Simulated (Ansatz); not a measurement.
A geometry of AlAu away from equilibrium: step 2 of the relaxation of a relaxed AlAu cell, doubled along one cell vector, shaken by Gaussian noise of σ = 0.08 Å a coordinate. The numbers are results of PBEsol (plane waves to 420 eV, PAW, scalar-relativistic; Ansatz, a first-principles code), not measurements. Γ-centred k-mesh 6×10×8 on the run's cell (coarser than for final values), Fermi–Dirac smearing 0.05 eV.

```
AlAu
1.0
    5.40475     0.00562    -0.02954
    0.00329     3.21234    -0.00047
   -0.02358    -0.00064     4.35277
Al Au
2 2
Direct
  0.24128   0.98841   0.49618
  0.74516   0.98057   0.49408
  0.99073   0.00137   0.00987
  0.47281   0.99823   0.97926
```

**Question.** Predict the force on each atom, in eV/Å.

**Answer.** 
```csv
atom,Fx,Fy,Fz
Al1,-0.09,0.00,-0.22
Al2,-0.36,-0.01,0.13
Au3,-1.08,0.00,-0.35
Au4,1.54,0.01,0.44
```

**Question.** What is the pressure?

**Answer.** +3.7 GPa, compression positive.

No spin polarisation in the result.

The end of the path is a generated cell of AlAu: the first start was made by placing the elements on the sites of a structure type, and the end was not matched to a known phase here, so it may be hypothetical.
